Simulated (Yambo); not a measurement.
Absorption of CsLiSO$_{5}$H$_{4}$ (space group Cm, No. 8) with and without the electron-hole interaction (Yambo, LDA bands; 4×4×4 mesh, 10 valence and 13 conduction bands, static screening with 84 bands and a 3 Ry block, scissor 2.81 eV, Tamm-Dancoff; field along x). Axes are Cartesian, with cell vectors (Å) (6.07, -2.87, 0.00), (6.07, 2.87, 0.00), (-1.57, 0.00, 4.55).

```json
[
 {"E (eV)": "4.90", "Im ε, BSE": "0.06", "Im ε, independent quasiparticles": "0.02"},
 {"E (eV)": "5.00", "Im ε, BSE": "0.07", "Im ε, independent quasiparticles": "0.02"},
 {"E (eV)": "5.10", "Im ε, BSE": "0.08", "Im ε, independent quasiparticles": "0.02"},
 {"E (eV)": "5.20", "Im ε, BSE": "0.10", "Im ε, independent quasiparticles": "0.02"},
 {"E (eV)": "5.30", "Im ε, BSE": "0.12", "Im ε, independent quasiparticles": "0.02"},
 {"E (eV)": "5.40", "Im ε, BSE": "0.15", "Im ε, independent quasiparticles": "0.02"},
 {"E (eV)": "5.50", "Im ε, BSE": "0.20", "Im ε, independent quasiparticles": "0.03"},
 {"E (eV)": "5.60", "Im ε, BSE": "0.30", "Im ε, independent quasiparticles": "0.03"},
 {"E (eV)": "5.70", "Im ε, BSE": "0.49", "Im ε, independent quasiparticles": "0.03"},
 {"E (eV)": "5.80", "Im ε, BSE": "0.87", "Im ε, independent quasiparticles": "0.03"},
 {"E (eV)": "5.90", "Im ε, BSE": "1.11", "Im ε, independent quasiparticles": "0.03"},
 {"E (eV)": "6.00", "Im ε, BSE": "0.77", "Im ε, independent quasiparticles": "0.03"},
 {"E (eV)": "6.10", "Im ε, BSE": "0.53", "Im ε, independent quasiparticles": "0.04"},
 {"E (eV)": "6.20", "Im ε, BSE": "0.47", "Im ε, independent quasiparticles": "0.04"},
 {"E (eV)": "6.30", "Im ε, BSE": "0.56", "Im ε, independent quasiparticles": "0.04"},
 {"E (eV)": "6.40", "Im ε, BSE": "0.85", "Im ε, independent quasiparticles": "0.05"},
 {"E (eV)": "6.50", "Im ε, BSE": "1.30", "Im ε, independent quasiparticles": "0.05"},
 {"E (eV)": "6.60", "Im ε, BSE": "1.24", "Im ε, independent quasiparticles": "0.06"},
 {"E (eV)": "6.70", "Im ε, BSE": "0.89", "Im ε, independent quasiparticles": "0.06"},
 {"E (eV)": "6.80", "Im ε, BSE": "0.69", "Im ε, independent quasiparticles": "0.07"},
 {"E (eV)": "6.90", "Im ε, BSE": "0.60", "Im ε, independent quasiparticles": "0.08"},
 {"E (eV)": "7.00", "Im ε, BSE": "0.62", "Im ε, independent quasiparticles": "0.09"},
 {"E (eV)": "7.10", "Im ε, BSE": "0.73", "Im ε, independent quasiparticles": "0.11"},
 {"E (eV)": "7.20", "Im ε, BSE": "0.86", "Im ε, independent quasiparticles": "0.13"},
 {"E (eV)": "7.30", "Im ε, BSE": "1.03", "Im ε, independent quasiparticles": "0.17"},
 {"E (eV)": "7.40", "Im ε, BSE": "1.36", "Im ε, independent quasiparticles": "0.23"},
 {"E (eV)": "7.50", "Im ε, BSE": "2.03", "Im ε, independent quasiparticles": "0.34"},
 {"E (eV)": "7.60", "Im ε, BSE": "3.17", "Im ε, independent quasiparticles": "0.49"},
 {"E (eV)": "7.70", "Im ε, BSE": "3.61", "Im ε, independent quasiparticles": "0.64"},
 {"E (eV)": "7.80", "Im ε, BSE": "2.57", "Im ε, independent quasiparticles": "0.83"},
 {"E (eV)": "7.90", "Im ε, BSE": "1.84", "Im ε, independent quasiparticles": "0.95"},
 {"E (eV)": "8.00", "Im ε, BSE": "1.61", "Im ε, independent quasiparticles": "1.03"},
 {"E (eV)": "8.10", "Im ε, BSE": "1.61", "Im ε, independent quasiparticles": "1.05"},
 {"E (eV)": "8.20", "Im ε, BSE": "1.81", "Im ε, independent quasiparticles": "1.05"},
 {"E (eV)": "8.30", "Im ε, BSE": "2.09", "Im ε, independent quasiparticles": "1.21"},
 {"E (eV)": "8.40", "Im ε, BSE": "2.29", "Im ε, independent quasiparticles": "1.33"},
 {"E (eV)": "8.50", "Im ε, BSE": "2.11", "Im ε, independent quasiparticles": "1.29"},
 {"E (eV)": "8.60", "Im ε, BSE": "1.96", "Im ε, independent quasiparticles": "1.16"},
 {"E (eV)": "8.70", "Im ε, BSE": "1.98", "Im ε, independent quasiparticles": "1.22"},
 {"E (eV)": "8.80", "Im ε, BSE": "2.12", "Im ε, independent quasiparticles": "1.30"},
 {"E (eV)": "8.90", "Im ε, BSE": "2.22", "Im ε, independent quasiparticles": "1.26"},
 {"E (eV)": "9.00", "Im ε, BSE": "2.12", "Im ε, independent quasiparticles": "1.20"},
 {"E (eV)": "9.10", "Im ε, BSE": "2.07", "Im ε, independent quasiparticles": "1.14"},
 {"E (eV)": "9.20", "Im ε, BSE": "1.98", "Im ε, independent quasiparticles": "1.18"},
 {"E (eV)": "9.30", "Im ε, BSE": "1.80", "Im ε, independent quasiparticles": "1.32"},
 {"E (eV)": "9.40", "Im ε, BSE": "1.59", "Im ε, independent quasiparticles": "1.50"},
 {"E (eV)": "9.50", "Im ε, BSE": "1.48", "Im ε, independent quasiparticles": "1.67"},
 {"E (eV)": "9.60", "Im ε, BSE": "1.53", "Im ε, independent quasiparticles": "1.83"},
 {"E (eV)": "9.70", "Im ε, BSE": "1.50", "Im ε, independent quasiparticles": "1.88"},
 {"E (eV)": "9.80", "Im ε, BSE": "1.47", "Im ε, independent quasiparticles": "1.88"},
 {"E (eV)": "9.90", "Im ε, BSE": "1.42", "Im ε, independent quasiparticles": "1.90"},
 {"E (eV)": "10.00", "Im ε, BSE": "1.41", "Im ε, independent quasiparticles": "2.00"},
 {"E (eV)": "10.10", "Im ε, BSE": "1.39", "Im ε, independent quasiparticles": "2.14"},
 {"E (eV)": "10.20", "Im ε, BSE": "1.36", "Im ε, independent quasiparticles": "2.15"},
 {"E (eV)": "10.30", "Im ε, BSE": "1.39", "Im ε, independent quasiparticles": "2.17"},
 {"E (eV)": "10.40", "Im ε, BSE": "1.39", "Im ε, independent quasiparticles": "2.35"},
 {"E (eV)": "10.50", "Im ε, BSE": "1.47", "Im ε, independent quasiparticles": "2.31"},
 {"E (eV)": "10.60", "Im ε, BSE": "1.47", "Im ε, independent quasiparticles": "2.07"},
 {"E (eV)": "10.70", "Im ε, BSE": "1.51", "Im ε, independent quasiparticles": "1.88"},
 {"E (eV)": "10.80", "Im ε, BSE": "1.46", "Im ε, independent quasiparticles": "1.83"},
 {"E (eV)": "10.90", "Im ε, BSE": "1.50", "Im ε, independent quasiparticles": "1.83"},
 {"E (eV)": "11.00", "Im ε, BSE": "1.48", "Im ε, independent quasiparticles": "1.84"},
 {"E (eV)": "11.10", "Im ε, BSE": "1.55", "Im ε, independent quasiparticles": "1.81"},
 {"E (eV)": "11.20", "Im ε, BSE": "1.51", "Im ε, independent quasiparticles": "1.82"},
 {"E (eV)": "11.30", "Im ε, BSE": "1.49", "Im ε, independent quasiparticles": "1.79"},
 {"E (eV)": "11.40", "Im ε, BSE": "1.46", "Im ε, independent quasiparticles": "1.73"},
 {"E (eV)": "11.50", "Im ε, BSE": "1.42", "Im ε, independent quasiparticles": "1.75"},
 {"E (eV)": "11.60", "Im ε, BSE": "1.32", "Im ε, independent quasiparticles": "1.78"},
 {"E (eV)": "11.70", "Im ε, BSE": "1.15", "Im ε, independent quasiparticles": "1.76"},
 {"E (eV)": "11.80", "Im ε, BSE": "1.02", "Im ε, independent quasiparticles": "1.75"}
]
```

The scissor comes from a G0W0 run whose convergence isn't established. Broadening 0.15 eV. The band window holds all transitions up to 12.5 eV. Fine structure above the onset can come from the mesh.

Geometry of the Materials Project entry, not relaxed at this level; primitive cell a = 6.7101 Å, b = 6.7101 Å, c = 4.8122 Å, α = 107.13°, β = 107.13°, γ = 50.65°.
